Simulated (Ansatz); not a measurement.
SnC (rock salt), relaxed with PBE (Ansatz, a first-principles code, plane waves, PAW): a = b = c = 4.799 Å, α = β = γ = 90.00°.

- ΔH_f (eV/atom) = 1.31
- B₀ by P(V) fit (GPa) = 132

### Question
The same phase is relaxed and computed with PBEsol in the same code. What are the cell and these values now?

### Answer
a = b = c = 4.7422 Å, α = β = γ = 90.00°.

* **ΔH_f (eV/atom)**: 1.22
* **B₀ by P(V) fit (GPa)**: 148

Constructed cells (a structure type filled with these elements, in neither database checked): SnC, rock salt. All cells were relaxed under the symmetry of their starts (and spin orders); stability against distortions was not tested throughout. Scalar-relativistic: spin–orbit coupling is off unless named, which matters more the heavier the elements.

Potentials: the later of the program's two PAW sets.

Ansatz is a plane-wave DFT program.

Formation energies count from the lowest solids of the elements computed at the same level, not from gases.
